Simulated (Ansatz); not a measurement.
**Structure optimisation: niobium, fcc**

Theory: DFT, r2SCAN, plane waves (500 eV) with PAW, scalar-relativistic in Ansatz. The PAW files were generated under PBE, with cores re-solved for the functional.

k-point mesh 13×13×13, Fermi-Dirac smearing 0.1 eV, no spin polarisation. Cell and atoms relax.

Starting structure:

```
Nb
1.0
     0.00000    2.07912    2.07912
     2.07912    0.00000    2.07912
     2.07912    2.07912    0.00000
Nb
1
Direct
  0.00000 0.00000 0.00000
```

**Question.** The pressure at the start is 7.3 GPa. By how much does the volume change?

**Answer.** From 17.98 to 18.72 Å³ per atom, 4.1 %. The final cell has a = 4.215 Å.

**Question.** How much energy does the relaxation gain?

**Answer.** 16.3 meV per atom.
